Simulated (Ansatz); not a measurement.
Geometry optimisation in Ansatz: input, command and trajectory.

```yaml
crystal:
  lattice:
    - [-4.738375, 4.738375, 0.0]
    - [-4.738375, 0.0, 4.738375]
    - [0.0, 4.738375, 4.738375]
  atoms:
    - { symbol: Ge, position: [0.9916791396, 0.0046089522, 0.0044766223] }
    - { symbol: Ge, position: [0.9980029941, 0.5037092503, 0.9989867473] }
    - { symbol: Ge, position: [0.5020498675, 0.0005220597, 0.4918400047] }
    - { symbol: Ge, position: [0.9971544416, 0.5045091497, 0.4990025724] }
    - { symbol: Ge, position: [0.503493094, 0.4952313716, 0.5031319144] }
    - { symbol: Se, position: [0.7527226333, 0.752614671, 0.7471048804] }
    - { symbol: Se, position: [0.2459162043, 0.7462762274, 0.7563695712] }
    - { symbol: Se, position: [0.7562830538, 0.2476022395, 0.7527027635] }
    - { symbol: Se, position: [0.7514375709, 0.7520288169, 0.2497817542] }
    - { symbol: Se, position: [0.2555569058, 0.2479833753, 0.7453482245] }
    - { symbol: Se, position: [0.2469904282, 0.7531314141, 0.2520766384] }
    - { symbol: Se, position: [0.7525013301, 0.2483754902, 0.2444143139] }
    - { symbol: Se, position: [0.2430578198, 0.253622311, 0.2506638775] }
    - { symbol: Ag, position: [0.5009309088, 0.999130153, 0.9969514942] }
    - { symbol: Ag, position: [0.999607666, 0.0025077784, 0.4999339037] }
    - { symbol: Ag, position: [0.4963771427, 0.5021275305, 0.9994968903] }
  symmetry: { detect: false }
basis:
  ecutwfc: 420
kpoints:
  mp_grid: { grid: [3, 3, 3], shift: [0.0, 0.0, 0.0] }
hamiltonian:
  xc: pbe
scf:
  occupations: { method: gaussian, width: 0.1 }
  lower_state_search: "off"
output:
  forces: true
  stress: true
  eigenvalues: true
relax:
  adjacent_minimum: "off"
  f_tol: 0.04
  max_steps: 50
  cell: { stress_tol: 0.3 }
```

```bash
ansatz run input.yaml --threads 4 --pin off --max-ram 9216MiB --backend cpu --events-out ev --progress --plain --runs-dir out
```

Theory: Ansatz 0.2.0, DFT PBE, scalar-relativistic, plane waves, PAW.

Of 16 frames 10 are shown, positions in Å and forces in eV/Å; the SCF threshold varies from step to step. Steps run on the plane waves of an earlier cell, with a Pulay correction in the pressure. The basis is chosen afresh for the last frame, the zero of the energies, and at times for earlier ones too; energy and pressure can step there, also at an unchanged geometry. Here that happened at step 10 (-40 meV/atom, 3.5 GPa); frames between the last choice of the basis and such a step carry an error that grows, as the cell changes, to that size.

```xyz
16
Lattice="-4.7384 4.7384 0.0000 -4.7384 0.0000 4.7384 0.0000 4.7384 4.7384" Properties=species:S:1:pos:R:3:forces:R:3 pbc="T T T" step=1 free_energy_over_end_meV_per_atom=1621.25 pressure_GPa=96.97
Ge   -4.7208    4.7202    0.0431   -0.7586    0.6232   -1.0367
Ge   -7.1157    9.4625    7.1203    0.3737   -0.0785   -0.4931
Ge   -2.3814    4.7094    2.3330    0.5636    0.1303    0.6594
Ge   -7.1154    7.0894    4.7550   -0.0916    0.5316   -0.1113
Ge   -4.7323    4.7698    4.7306   -0.2362   -0.3752    0.1057
Se   -7.1329    7.1067    7.1062    0.5604   -0.3041   -0.9500
Se   -4.7014    4.7492    7.1201   -0.9286   -0.2880   -0.1126
Se   -4.7568    7.1501    4.7398   -0.6517   -0.6124    0.1672
Se   -7.1240    4.7442    4.7470    0.6547    0.2966   -0.4444
Se   -2.3860    4.7427    4.7068    0.4615   -1.0269    0.2871
Se   -4.7390    2.3648    4.7631    0.8030    0.4249   -0.4258
Se   -4.7425    4.7238    2.3350   -0.1219   -0.0320    1.0715
Se   -2.3535    2.3394    2.3895   -0.3383    0.2705    0.4545
Ag   -7.1079    7.0975    9.4582   -0.0685    0.1872    0.5482
Ag   -4.7484    7.1054    2.3808    0.0444    0.0003    0.0566
Ag   -4.7313    7.0880    7.1153   -0.2660    0.2526    0.2237
16
Lattice="-5.1888 5.2033 -0.0016 -5.1863 0.0009 5.1865 0.0000 5.2017 5.1874" Properties=species:S:1:pos:R:3:forces:R:3 pbc="T T T" step=3 free_energy_over_end_meV_per_atom=255.96 pressure_GPa=21.97
Ge   -5.1815    5.1927    0.0281   -0.1509    0.1361   -0.2244
Ge   -7.7902   10.3886    7.7821    0.0553   -0.0208   -0.1162
Ge   -2.6008    5.1738    2.5695    0.0960    0.0394    0.1632
Ge   -7.7930    7.7951    5.1988   -0.0181    0.1095   -0.0495
Ge   -5.1790    5.2242    5.1853   -0.0433   -0.1339    0.0641
Se   -7.7987    7.7972    7.7591    0.1063   -0.0841   -0.1686
Se   -5.1656    5.2108    7.7857   -0.2192   -0.0615   -0.0709
Se   -5.2219    7.8364    5.1905   -0.1095   -0.1499    0.0372
Se   -7.7895    5.2149    5.1865    0.1233    0.0215   -0.1157
Se   -2.6037    5.1937    5.1625    0.1163   -0.1604    0.1112
Se   -5.1705    2.6081    5.2048    0.1503    0.1286   -0.0831
Se   -5.1910    5.1872    2.5725    0.0201    0.0011    0.2236
Se   -2.5830    2.5775    2.6257   -0.0759    0.0805    0.0739
Ag   -7.7819    7.7947   10.3622   -0.0276    0.0369    0.1248
Ag   -5.1972    7.8008    2.6038    0.0337   -0.0117   -0.0017
Ag   -5.1843    7.7865    7.7914   -0.0566    0.0687    0.0323
16
Lattice="-5.4165 5.4422 -0.0090 -5.4033 0.0042 5.4039 0.0025 5.4358 5.4107" Properties=species:S:1:pos:R:3:forces:R:3 pbc="T T T" step=4 free_energy_over_end_meV_per_atom=67.77 pressure_GPa=4.50
Ge   -5.4141    5.4344    0.0100   -0.0586    0.0327   -0.0701
Ge   -8.1248   10.8621    8.1095    0.0105   -0.0080   -0.0522
Ge   -2.7142    5.4139    2.6899    0.0283    0.0025    0.0678
Ge   -8.1249    8.1418    5.4050   -0.0114    0.0447   -0.0250
Ge   -5.4031    5.4555    5.4017    0.0035   -0.0927    0.0520
Se   -8.1290    8.1550    8.0720    0.0435   -0.0316   -0.0845
Se   -5.3868    5.4589    8.1066   -0.1055   -0.0217   -0.0553
Se   -5.4494    8.1939    5.4113   -0.0408   -0.0692    0.0163
Se   -8.1260    5.4508    5.4031    0.0628   -0.0049   -0.0624
Se   -2.7132    5.4058    5.3933    0.0415   -0.0402    0.0472
Se   -5.3791    2.7352    5.4251    0.0652    0.0846   -0.0369
Se   -5.4132    5.4389    2.6736    0.0226   -0.0254    0.1113
Se   -2.6944    2.7014    2.7375   -0.0307    0.0472    0.0136
Ag   -8.1069    8.1271   10.7870   -0.0176    0.0476    0.1063
Ag   -5.4208    8.1683    2.7148    0.0054   -0.0050   -0.0212
Ag   -5.4070    8.1550    8.1274   -0.0188    0.0393   -0.0067
16
Lattice="-5.4852 5.5269 -0.0058 -5.4822 -0.0028 5.4872 0.0019 5.5230 5.4863" Properties=species:S:1:pos:R:3:forces:R:3 pbc="T T T" step=6 free_energy_over_end_meV_per_atom=54.74 pressure_GPa=-0.20
Ge   -5.5059    5.4326    0.0301   -0.0236   -0.0318   -0.0179
Ge   -8.2426   10.9569    8.2187    0.0009   -0.0255   -0.0054
Ge   -2.7614    5.4349    2.7608    0.0125   -0.0612    0.0354
Ge   -8.2248    8.2458    5.4807   -0.0013    0.1340   -0.0128
Ge   -5.4737    5.4284    5.5218    0.0161   -0.0163   -0.0170
Se   -8.2228    8.3333    8.1799   -0.0135    0.0621   -0.0009
Se   -5.4737    5.5408    8.2117   -0.0011    0.0257    0.0088
Se   -5.5225    8.3531    5.4786   -0.0241    0.0402    0.0084
Se   -8.2211    5.5672    5.4727    0.0090   -0.0175   -0.0185
Se   -2.7364    5.5383    5.4767    0.0079   -0.0495   -0.0251
Se   -5.4431    2.8274    5.4844    0.0165    0.0325    0.0125
Se   -5.4748    5.5469    2.7210   -0.0130    0.0233    0.0155
Se   -2.7468    2.8094    2.7791   -0.0001    0.0700    0.0358
Ag   -8.2261    8.2944   10.9787    0.0039   -0.1027   -0.0226
Ag   -5.4823    8.2831    2.7362   -0.0290   -0.0249    0.0163
Ag   -5.4946    8.2877    8.2329    0.0390   -0.0584   -0.0126
16
Lattice="-5.4710 5.5416 -0.0052 -5.4748 -0.0090 5.4778 0.0024 5.5388 5.4712" Properties=species:S:1:pos:R:3:forces:R:3 pbc="T T T" step=8 free_energy_over_end_meV_per_atom=54.13 pressure_GPa=0.05
Ge   -5.4955    5.4296    0.0017    0.0852    0.0217    0.0115
Ge   -8.2082   10.9615    8.1919   -0.0020    0.0010    0.0708
Ge   -2.7350    5.4158    2.7617   -0.0120    0.0481   -0.0915
Ge   -8.2083    8.3011    5.4692   -0.0075   -0.0681    0.0163
Ge   -5.4546    5.4266    5.4793   -0.0757    0.0042    0.0059
Se   -8.2109    8.3856    8.1672    0.0066   -0.0013    0.0007
Se   -5.4770    5.5587    8.2130    0.0096    0.0064   -0.0218
Se   -5.5121    8.3950    5.4728    0.0088   -0.0150   -0.0106
Se   -8.2067    5.5913    5.4622   -0.0139    0.0053    0.0229
Se   -2.7325    5.5436    5.4607   -0.0210    0.0191    0.0402
Se   -5.4349    2.8504    5.4811   -0.0037   -0.0035   -0.0157
Se   -5.4782    5.5662    2.7372    0.0220    0.0021   -0.0306
Se   -2.7426    2.8471    2.7768    0.0085   -0.0186   -0.0086
Ag   -8.2098    8.2724   10.9485    0.0000    0.0156   -0.0037
Ag   -5.4738    8.2930    2.7336    0.0037   -0.0079    0.0059
Ag   -5.4744    8.2876    8.2111   -0.0085   -0.0090    0.0084
16
Lattice="-5.4757 5.5449 -0.0016 -5.4763 -0.0022 5.4766 0.0002 5.5435 5.4746" Properties=species:S:1:pos:R:3:forces:R:3 pbc="T T T" step=9 free_energy_over_end_meV_per_atom=53.95 pressure_GPa=-0.03
Ge   -5.4894    5.4341    0.0062    0.0002    0.0013   -0.0017
Ge   -8.2169   10.9765    8.2051    0.0002    0.0012    0.0006
Ge   -2.7410    5.4315    2.7522   -0.0002    0.0039   -0.0014
Ge   -8.2170    8.3111    5.4765    0.0004   -0.0095    0.0003
Ge   -5.4678    5.4326    5.4824   -0.0009    0.0015   -0.0011
Se   -8.2159    8.3956    8.1753   -0.0016    0.0051   -0.0050
Se   -5.4772    5.5674    8.2103   -0.0011   -0.0115    0.0022
Se   -5.5175    8.3969    5.4759   -0.0028    0.0056    0.0004
Se   -8.2154    5.6015    5.4728   -0.0010   -0.0052    0.0006
Se   -2.7396    5.5524    5.4728    0.0007   -0.0104    0.0003
Se   -5.4406    2.8518    5.4780    0.0049    0.0052    0.0013
Se   -5.4772    5.5695    2.7340   -0.0005   -0.0097    0.0016
Se   -2.7414    2.8514    2.7779    0.0014    0.0061    0.0031
Ag   -8.2172    8.2888   10.9528    0.0000    0.0019    0.0007
Ag   -5.4787    8.2944    2.7391    0.0014    0.0064   -0.0017
Ag   -5.4786    8.2921    8.2152   -0.0010    0.0080   -0.0003
16
Lattice="-5.5254 5.6313 -0.0051 -5.5281 -0.0078 5.5289 0.0021 5.6282 5.5232" Properties=species:S:1:pos:R:3:forces:R:3 pbc="T T T" step=11 free_energy_over_end_meV_per_atom=3.69 pressure_GPa=1.25
Ge   -5.5464    5.4855    0.0119    0.0139    0.0161    0.0034
Ge   -8.2976   11.1120    8.2795   -0.0004    0.0175    0.0198
Ge   -2.7725    5.4831    2.7838   -0.0015    0.0146   -0.0118
Ge   -8.2913    8.4544    5.5232    0.0004   -0.0672   -0.0012
Ge   -5.5186    5.4818    5.5403   -0.0185    0.0162    0.0025
Se   -8.2882    8.5386    8.2510   -0.0024    0.0149   -0.0137
Se   -5.5212    5.6509    8.2772   -0.0019    0.0006   -0.0017
Se   -5.5610    8.5412    5.5223   -0.0142    0.0149    0.0034
Se   -8.2880    5.7017    5.5168    0.0046    0.0224   -0.0076
Se   -2.7609    5.6430    5.5177    0.0078    0.0066   -0.0112
Se   -5.4943    2.9086    5.5264    0.0136    0.0148    0.0023
Se   -5.5217    5.6626    2.7485    0.0004   -0.0039   -0.0004
Se   -2.7670    2.9107    2.7969   -0.0011    0.0154    0.0140
Ag   -8.2916    8.4240   11.0516   -0.0009   -0.0436    0.0032
Ag   -5.5270    8.4211    2.7594   -0.0014   -0.0193    0.0001
Ag   -5.5281    8.4144    8.2884    0.0015   -0.0197   -0.0010
16
Lattice="-5.5269 5.7087 -0.0318 -5.5620 -0.0669 5.5708 0.0231 5.7000 5.5269" Properties=species:S:1:pos:R:3:forces:R:3 pbc="T T T" step=13 free_energy_over_end_meV_per_atom=0.77 pressure_GPa=0.07
Ge   -5.5977    5.5297    0.0502    0.0162   -0.0028   -0.0353
Ge   -8.3571   11.2209    8.3303    0.0430    0.0110   -0.0469
Ge   -2.8250    5.5238    2.8271    0.0308   -0.0065   -0.0217
Ge   -8.3041    8.5200    5.5245    0.0197   -0.0341   -0.0198
Ge   -5.5736    5.5132    5.6147    0.0508    0.0121   -0.0380
Se   -8.2978    8.6468    8.2593   -0.0017    0.0039    0.0320
Se   -5.4704    5.6895    8.2467   -0.0472    0.0053    0.0273
Se   -5.5465    8.6642    5.5119    0.0082    0.0058   -0.0021
Se   -8.2584    5.7587    5.4774   -0.0207    0.0158    0.0093
Se   -2.7045    5.7075    5.4688   -0.0234    0.0176    0.0389
Se   -5.5120    2.9397    5.5490   -0.0359    0.0066    0.0007
Se   -5.4725    5.7258    2.6849   -0.0079    0.0034    0.0140
Se   -2.7675    2.9586    2.7922    0.0027    0.0061   -0.0007
Ag   -8.3058    8.4456   11.0849   -0.0179   -0.0361    0.0178
Ag   -5.5196    8.5161    2.7336   -0.0085   -0.0059    0.0133
Ag   -5.5264    8.4782    8.2995   -0.0084   -0.0023    0.0114
16
Lattice="-5.5147 5.6959 -0.0251 -5.5792 -0.0896 5.5880 0.0164 5.6872 5.5148" Properties=species:S:1:pos:R:3:forces:R:3 pbc="T T T" step=14 free_energy_over_end_meV_per_atom=0.39 pressure_GPa=0.00
Ge   -5.5747    5.5188    0.0393   -0.0327    0.0006    0.0169
Ge   -8.3451   11.1838    8.3213   -0.0103    0.0068   -0.0114
Ge   -2.8054    5.5108    2.8145   -0.0147    0.0041    0.0310
Ge   -8.3032    8.4776    5.5343   -0.0025   -0.0229    0.0000
Ge   -5.5678    5.4924    5.6036    0.0122   -0.0017    0.0156
Se   -8.3077    8.6130    8.2766    0.0142    0.0032   -0.0019
Se   -5.5003    5.6637    8.2599    0.0184    0.0032   -0.0207
Se   -5.5491    8.6415    5.5152    0.0157   -0.0066   -0.0016
Se   -8.2742    5.7246    5.4982    0.0200    0.0305   -0.0189
Se   -2.7201    5.6849    5.4763    0.0016    0.0258   -0.0028
Se   -5.5305    2.9200    5.5638   -0.0025    0.0082   -0.0196
Se   -5.4755    5.7122    2.6954    0.0092    0.0009   -0.0125
Se   -2.7714    2.9492    2.7992   -0.0015   -0.0133   -0.0097
Ag   -8.3271    8.3940   11.0978   -0.0105   -0.0348    0.0127
Ag   -5.5110    8.4996    2.7366   -0.0050   -0.0046    0.0088
Ag   -5.5353    8.4505    8.3013   -0.0115    0.0005    0.0139
16
Lattice="-5.5007 5.6869 -0.0299 -5.5887 -0.1179 5.6000 0.0220 5.6790 5.5041" Properties=species:S:1:pos:R:3:forces:R:3 pbc="T T T" step=16 free_energy_over_end_meV_per_atom=0.00 pressure_GPa=0.01
Ge   -5.5740    5.5058    0.0420   -0.0162   -0.0130    0.0018
Ge   -8.3379   11.1572    8.3173   -0.0064   -0.0070   -0.0163
Ge   -2.8056    5.4971    2.8210    0.0021   -0.0083    0.0103
Ge   -8.2936    8.4348    5.5344   -0.0045   -0.0039    0.0004
Ge   -5.5679    5.4747    5.6073    0.0131   -0.0156    0.0123
Se   -8.2999    8.5842    8.2784    0.0185    0.0055   -0.0132
Se   -5.4857    5.6398    8.2439   -0.0019   -0.0019    0.0039
Se   -5.5339    8.6188    5.5079    0.0088    0.0102   -0.0049
Se   -8.2561    5.6978    5.4869    0.0020    0.0233    0.0034
Se   -2.7082    5.6718    5.4635    0.0045    0.0231   -0.0061
Se   -5.5369    2.9004    5.5695    0.0084    0.0101   -0.0243
Se   -5.4531    5.6992    2.6780   -0.0047   -0.0012    0.0035
Se   -2.7695    2.9339    2.7975    0.0017    0.0051   -0.0034
Ag   -8.3268    8.3461   11.1010   -0.0098   -0.0306    0.0123
Ag   -5.4953    8.4873    2.7285   -0.0040    0.0014    0.0071
Ag   -5.5294    8.4256    8.2972   -0.0115    0.0028    0.0132
```

The cell swells from 13.3 to 22.2 Å³ an atom. At the end the space group is Cm (tolerance 0.05 Å).

Time: 120 s on 4 threads of AMD EPYC 9R45 96-Core Processor (Zen 5), with other jobs on the host, peak memory 1.7 GiB.

The k mesh is coarse. Spin polarisation was left out, and a magnetic state may lie lower.